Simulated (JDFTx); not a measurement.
Reference run:

* **surface**: Co(0001)
* **bulk**: Co, P6_3/mmc, lattice of mp-54 (not re-optimised)
* **slab**: 4 atoms in 4 planes, 1x1, 6.0 Å between the outermost planes
* **in-plane cell**: 2.472 × 2.472 Å, 5.29 Å²
* **cell height**: 22.0 Å
* **sampling**: 12×12×1 k mesh, Fermi smearing 0.004 Ha, spin-polarised from a ferromagnetic start

Reference level: PBE, GBRV ultrasoft potentials, plane waves to 20/100 Ha, in JDFTx (a modified build). Unrelaxed; liquid: linear PCM (GLSSA13), water, 1 M NaF. Potentials are on the SHE scale by the convention U = −μ/e − 4.44 V; references calibrated for a solvation model differ from this value.

```tsv
Fermi smearing width	work function (eV)	U_pzc (V)	mean C below U_pzc (μF/cm²)	k states × plane waves	cycles, vacuum run	rough core time, vacuum run
0.02 Ha	(withheld)	(withheld)	15 over 0.5 V	38 × 3355	40	10 min
0.005 Ha	5.02	0.30	15 over 0.5 V	38 × 3355	32	10 min
0.004 Ha	5.01	0.30	15 over 0.5 V	38 × 3355	32	10 min
0.003 Ha	5.01	0.29	–	38 × 3355	32	10 min
```

Question: Complete the blanks.

Answer: 
- 0.02 Ha, work function (eV): 5.07
- 0.02 Ha, U_pzc (V): 0.38

Core times come from shared machines and are rough, one run each.
